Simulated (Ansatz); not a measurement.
LaBiS2O:
```
LaBiS2O
1.0
    4.03183     0.00000     0.00000
    0.00000     4.03183     0.00000
    0.00000     0.00000    14.02545
La Bi S O
2 2 4 2
Direct
  0.50000   0.00000   0.58919
  0.00000   0.50000   0.41081
  0.00000   0.50000   0.86920
  0.50000   0.00000   0.13080
  0.50000   0.00000   0.89031
  0.00000   0.50000   0.10969
  0.00000   0.50000   0.69178
  0.50000   0.00000   0.30822
  0.00000   0.00000   0.50000
  0.50000   0.50000   0.50000
```

Relaxed with r²SCAN+D4. Special points in fractions of this cell's reciprocal vectors: Γ (0.000, 0.000, 0.000); X (0.000, 0.500, 0.000); M (0.500, 0.500, 0.000); Z (0.000, 0.000, 0.500); R (0.000, 0.500, 0.500); A (0.500, 0.500, 0.500).

List the band energies nearest the valence-band maximum at these points for plane-wave PAW r²SCAN+D4 (Ansatz code).

In eV from the valence-band maximum; about four levels below and three above (degenerate sets whole), none deeper than 8.9 eV; points with the same levels are listed once.

```
k                          below                above
-  -----------------------------  -------------------
Γ        -0.61 -0.61 -0.19 -0.19       3.81 4.09 4.10
X        -0.87 -0.87 -0.03 -0.03  1.08 1.08 1.60 1.60
M        -1.21 -1.21 -0.99 -0.99  4.14 4.14 4.77 4.77
Z  -0.59 -0.59 -0.48 -0.20 -0.20       3.83 3.95 3.98
R        -0.87 -0.87 -0.04 -0.04  1.09 1.09 1.60 1.60
A        -1.21 -1.21 -1.09 -1.09  4.10 4.10 4.84 4.84
```

Space group P4/nmm. The first step of the workflow began from a Materials Project structure, measured or hypothetical; the Crystallography Open Database copy checked does not list it. Its standing as an ambient phase is unchecked. The cell was relaxed with r²SCAN+D4 under the symmetry of its start. At this level the phase is dynamically unstable (imaginary phonons). Spin–orbit coupling is left out wherever it is not named.

Potentials: the earlier of the program's two PAW sets.
